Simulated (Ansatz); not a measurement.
BeSe (zinc blende), relaxed and computed with several functionals in Ansatz (plane waves, PAW).

```
functional  a (Å)  gap (eV)  B₀ by P(V) fit (GPa)
----------  -----  --------  --------------------
LDA             ?         ?                     ?
HSE06       5.146      3.47                  80.9
PBE         5.178      2.67                  75.1
```

**Question.** Fill in the missing entries.

**Answer.** 
- LDA, a (Å): 5.081
- LDA, gap (eV): 2.40
- LDA, B₀ by P(V) fit (GPa): 83.9

All cells were relaxed under the symmetry of their starts (and spin orders); stability against distortions was not tested throughout. Scalar-relativistic: spin–orbit coupling is off unless named, which matters more the heavier the elements.

Potentials: the earlier of the program's two PAW sets. The files were generated under PBE; for other functionals the program regenerates the frozen cores, and for LDA and PBEsol the local potential too.

Ansatz (a first-principles code) is a plane-wave DFT program.
